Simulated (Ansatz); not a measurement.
The relaxed structure here is a generated cell of VSi2: the first start was made by a random draw of sites in a space group, and the end was not matched to a known phase here, so it may be hypothetical.

The end point of a relaxation of VSi2. Space group Fm-3m (No. 225). Level of theory: PBE (plane waves to 420 eV, PAW, scalar-relativistic; Ansatz, a quantum-chemistry and plane-wave program).

```cif
data_Si6V3
_chemical_formula_sum 'Si6 V3'
_space_group_name_H-M_alt 'P 1'
_space_group_IT_number 1
_cell_length_a 6.40077
_cell_length_b 6.40077
_cell_length_c 6.40077
_cell_angle_alpha 60.000
_cell_angle_beta 60.000
_cell_angle_gamma 60.000
loop_
_space_group_symop_operation_xyz
  'x, y, z'
loop_
_atom_site_label
_atom_site_type_symbol
_atom_site_fract_x
_atom_site_fract_y
_atom_site_fract_z
_atom_site_occupancy
Si1 Si 0.50000 0.00000 0.00000 1
Si2 Si 0.00000 0.50000 0.50000 1
Si3 Si 0.00000 0.50000 0.00000 1
Si4 Si 0.50000 0.00000 0.50000 1
Si5 Si 0.00000 0.00000 0.50000 1
Si6 Si 0.50000 0.50000 0.00000 1
V1 V 0.25000 0.25000 0.25000 1
V2 V 0.75000 0.75000 0.75000 1
V3 V 0.50000 0.50000 0.50000 1
```

Question: What is the computed magnetic moment (PBE)?

Answer: Net 0.32 μB/atom, ferrimagnetic.

Spin state reached: ferrimagnetic (net 0.32 μB/atom), from parallel starting moments; other spin orders were not run from this start.

The run could not lose the symmetry of its start: the end is stationary, and may be a saddle point rather than a minimum.

All atoms sit on sites fixed by symmetry, so only the cell could relax.
